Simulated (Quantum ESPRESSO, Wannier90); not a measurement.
**RbCdF3 (cubic perovskite): Wannier90 run**

```xyz
5
Lattice="4.4250 0.0000 0.0000 0.0000 4.4250 0.0000 0.0000 0.0000 4.4250" Properties=species:S:1:pos:R:3 pbc="T T T"
Rb     0.0000     0.0000     0.0000
Cd     2.2125     2.2125     2.2125
F      0.0000     2.2125     2.2125
F      2.2125     0.0000     2.2125
F      2.2125     2.2125     0.0000
```

Materials Project entry mp-6951; symmetrised, unrelaxed at this level. Not found in the COD (Crystallography Open Database) copy used; not checked further. Computed values, not measurements, from PBEsol: Quantum ESPRESSO (norm-conserving PseudoDojo potentials, cutoff 82 Ry, no spin polarisation, no spin-orbit coupling) on a Γ-centred 6×6×6 mesh, then Wannier90. Density: 8×8×8 mesh, cold smearing 0.01 Ry.

A tight-binding model is made by disentanglement and projection with no localisation steps (num_iter = 0), so the 22 orbitals stay atom-like: hydrogen-like Rb: s; Cd: s;p;d; F: s;p, axes along x, y, z; frozen window up to 4.58 eV relative to the valence-band maximum. It follows pw.x to 1.1 meV rms for states up to 4.1 eV relative to the valence-band maximum. Matrix elements depend on this choice of orbitals and windows. Bands 9–11 (Rb 4p 97 %) lie between the kept ones and are excluded.

The 45 largest hoppings ⟨m,0|H|n,R⟩ between different sites (one of each Hermitian pair; signs follow the real orbitals' lobes; the list may end inside a set of equal values):

```json
[
 {"m": "F5 s", "n": "Cd2 dz2", "R": "0 0 0", "distance of the centres (Å)": "2.21", "t (eV)": "-1.287"},
 {"m": "Cd2 dz2", "n": "F5 s", "R": "0 0 1", "distance of the centres (Å)": "2.21", "t (eV)": "-1.287"},
 {"m": "F3 s", "n": "Rb1 s", "R": "0 0 0", "distance of the centres (Å)": "3.13", "t (eV)": "1.260"},
 {"m": "F3 s", "n": "Rb1 s", "R": "0 1 1", "distance of the centres (Å)": "3.13", "t (eV)": "1.260"},
 {"m": "F3 s", "n": "Rb1 s", "R": "0 0 1", "distance of the centres (Å)": "3.13", "t (eV)": "1.260"},
 {"m": "F3 s", "n": "Rb1 s", "R": "0 1 0", "distance of the centres (Å)": "3.13", "t (eV)": "1.260"},
 {"m": "F5 s", "n": "Rb1 s", "R": "0 0 0", "distance of the centres (Å)": "3.13", "t (eV)": "1.260"},
 {"m": "F5 s", "n": "Rb1 s", "R": "0 1 0", "distance of the centres (Å)": "3.13", "t (eV)": "1.260"},
 {"m": "F5 s", "n": "Rb1 s", "R": "1 0 0", "distance of the centres (Å)": "3.13", "t (eV)": "1.260"},
 {"m": "F5 s", "n": "Rb1 s", "R": "1 1 0", "distance of the centres (Å)": "3.13", "t (eV)": "1.260"},
 {"m": "F4 s", "n": "Rb1 s", "R": "1 0 0", "distance of the centres (Å)": "3.13", "t (eV)": "1.260"},
 {"m": "F4 s", "n": "Rb1 s", "R": "0 0 1", "distance of the centres (Å)": "3.13", "t (eV)": "1.260"},
 {"m": "F4 s", "n": "Rb1 s", "R": "0 0 0", "distance of the centres (Å)": "3.13", "t (eV)": "1.260"},
 {"m": "F4 s", "n": "Rb1 s", "R": "1 0 1", "distance of the centres (Å)": "3.13", "t (eV)": "1.260"},
 {"m": "F4 s", "n": "Cd2 dx2-y2", "R": "0 0 0", "distance of the centres (Å)": "2.21", "t (eV)": "1.115"},
 {"m": "Cd2 dx2-y2", "n": "F4 s", "R": "0 1 0", "distance of the centres (Å)": "2.21", "t (eV)": "1.115"},
 {"m": "F3 s", "n": "Cd2 dx2-y2", "R": "0 0 0", "distance of the centres (Å)": "2.21", "t (eV)": "-1.115"},
 {"m": "Cd2 dx2-y2", "n": "F3 s", "R": "1 0 0", "distance of the centres (Å)": "2.21", "t (eV)": "-1.115"},
 {"m": "Cd2 py", "n": "F4 py", "R": "0 1 0", "distance of the centres (Å)": "2.21", "t (eV)": "1.092"},
 {"m": "F4 py", "n": "Cd2 py", "R": "0 0 0", "distance of the centres (Å)": "2.21", "t (eV)": "1.092"},
 {"m": "F3 px", "n": "Cd2 px", "R": "0 0 0", "distance of the centres (Å)": "2.21", "t (eV)": "1.092"},
 {"m": "Cd2 px", "n": "F3 px", "R": "1 0 0", "distance of the centres (Å)": "2.21", "t (eV)": "1.092"},
 {"m": "F5 pz", "n": "Cd2 pz", "R": "0 0 0", "distance of the centres (Å)": "2.21", "t (eV)": "1.092"},
 {"m": "Cd2 pz", "n": "F5 pz", "R": "0 0 1", "distance of the centres (Å)": "2.21", "t (eV)": "1.092"},
 {"m": "F5 pz", "n": "Cd2 dz2", "R": "0 0 0", "distance of the centres (Å)": "2.21", "t (eV)": "-1.076"},
 {"m": "Cd2 dz2", "n": "F5 pz", "R": "0 0 1", "distance of the centres (Å)": "2.21", "t (eV)": "1.076"},
 {"m": "F4 py", "n": "Cd2 s", "R": "0 0 0", "distance of the centres (Å)": "2.21", "t (eV)": "-1.000"},
 {"m": "Cd2 s", "n": "F4 py", "R": "0 1 0", "distance of the centres (Å)": "2.21", "t (eV)": "1.000"},
 {"m": "F3 px", "n": "Cd2 s", "R": "0 0 0", "distance of the centres (Å)": "2.21", "t (eV)": "-1.000"},
 {"m": "Cd2 s", "n": "F3 px", "R": "1 0 0", "distance of the centres (Å)": "2.21", "t (eV)": "1.000"},
 {"m": "F5 pz", "n": "Cd2 s", "R": "0 0 0", "distance of the centres (Å)": "2.21", "t (eV)": "-1.000"},
 {"m": "Cd2 s", "n": "F5 pz", "R": "0 0 1", "distance of the centres (Å)": "2.21", "t (eV)": "1.000"},
 {"m": "F4 py", "n": "Cd2 dx2-y2", "R": "0 0 0", "distance of the centres (Å)": "2.21", "t (eV)": "0.932"},
 {"m": "Cd2 dx2-y2", "n": "F4 py", "R": "0 1 0", "distance of the centres (Å)": "2.21", "t (eV)": "-0.932"},
 {"m": "F3 px", "n": "Cd2 dx2-y2", "R": "0 0 0", "distance of the centres (Å)": "2.21", "t (eV)": "-0.932"},
 {"m": "Cd2 dx2-y2", "n": "F3 px", "R": "1 0 0", "distance of the centres (Å)": "2.21", "t (eV)": "0.932"},
 {"m": "F3 s", "n": "Cd2 dz2", "R": "0 0 0", "distance of the centres (Å)": "2.21", "t (eV)": "0.644"},
 {"m": "Cd2 dz2", "n": "F3 s", "R": "1 0 0", "distance of the centres (Å)": "2.21", "t (eV)": "0.644"},
 {"m": "F4 s", "n": "Cd2 dz2", "R": "0 0 0", "distance of the centres (Å)": "2.21", "t (eV)": "0.644"},
 {"m": "Cd2 dz2", "n": "F4 s", "R": "0 1 0", "distance of the centres (Å)": "2.21", "t (eV)": "0.644"},
 {"m": "F3 px", "n": "Cd2 dz2", "R": "0 0 0", "distance of the centres (Å)": "2.21", "t (eV)": "0.538"},
 {"m": "Cd2 dz2", "n": "F3 px", "R": "1 0 0", "distance of the centres (Å)": "2.21", "t (eV)": "-0.538"},
 {"m": "F4 py", "n": "Cd2 dz2", "R": "0 0 0", "distance of the centres (Å)": "2.21", "t (eV)": "0.538"},
 {"m": "Cd2 dz2", "n": "F4 py", "R": "0 1 0", "distance of the centres (Å)": "2.21", "t (eV)": "-0.538"},
 {"m": "Rb1 s", "n": "Rb1 s", "R": "0 0 1", "distance of the centres (Å)": "4.42", "t (eV)": "-0.518"}
]
```
